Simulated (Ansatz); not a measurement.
## VSi$_{3}$O$_{8}$

System: VSi$_{3}$O$_{8}$, a small unrelaxed cell with one substitutional d or f atom; the cell holds 12 atoms. One Si of COD entry 1544731 is replaced by V, with no charge compensation. All atoms are displaced slightly at random. Forces or pressure are large, so the cell is far from its computed equilibrium.

```
Si V O
1.0
     4.17970    0.00000    0.00000
     0.00000    4.17970    0.00000
     0.00000    0.00000    5.33380
Si V O
3 1 8
Direct
  0.99503 0.00278 0.00698
  0.01313 0.99557 0.50225
  0.51157 0.50911 0.24159
  0.50901 0.48905 0.73620
  0.31045 0.30426 0.99904
  0.33084 0.29750 0.51565
  0.18683 0.79761 0.24693
  0.18309 0.79880 0.75294
  0.70190 0.70171 0.00039
  0.71247 0.67751 0.49400
  0.80770 0.19415 0.24267
  0.80270 0.19175 0.74352
```

Numbers behind element symbols give the atom's place in this list.

Theory: DFT, PBE, PAW, plane waves, scalar-relativistic (Ansatz development build ahead of 0.2.0).

| Setting | Value |
| --- | --- |
| Plane-wave cutoff | 420 eV |
| k-point mesh | 3×3×2 (Γ-centred) |
| Occupations | Fermi–Dirac smearing, 0.01 eV |
| Valence electrons | 73 |

Moments by site are taken inside atomic spheres; the rest lies between them.

A semilocal functional without U tends to delocalise d and f electrons, and can give a metal where the real compound is an insulator. Gaps of semilocal functionals run low against measured ones. With one magnetic atom in the cell its copies can only be parallel; orders in a larger cell may lie lower.

The mesh is coarse, so energy differences (and at times their sign) aren't converged.

The order of the states may change once the cell relaxes. “Lowest” means lowest among the runs made in this cell.

The standard search may start further SCF runs from other orders; the lowest state can still be missed. With a search on, the program may also reshape the start on open shells.

Task: The cell was converged 8 times from various starts and settings. Describe the lowest state found.

Result: Spin-polarised, site moments V4 0.61 μB, total 1.00 μB per cell, a gap of 0.21 eV on the k-mesh.

Task: How much higher is the free energy without spin polarisation?

Result: 14.5 meV/atom (0.17 eV per cell); the unpolarised solution has no gap on the mesh and a pressure of 40.9 GPa against 41.4 GPa.

Command:
```sh
ansatz run input.yaml --threads 4 --pin off --max-ram 9216MiB --backend cpu --events-out ev --progress --plain --runs-dir out
```

Machine: 4 threads of Arm Neoverse V2, on a shared host.

Task: Estimate the wall time and peak memory of the run “the moments in brackets, standard search for lower states [V4 2.00 μB]” on this machine.

Result: 6 s, 0.43 GiB (12 iterations, 10 k-points after symmetry).
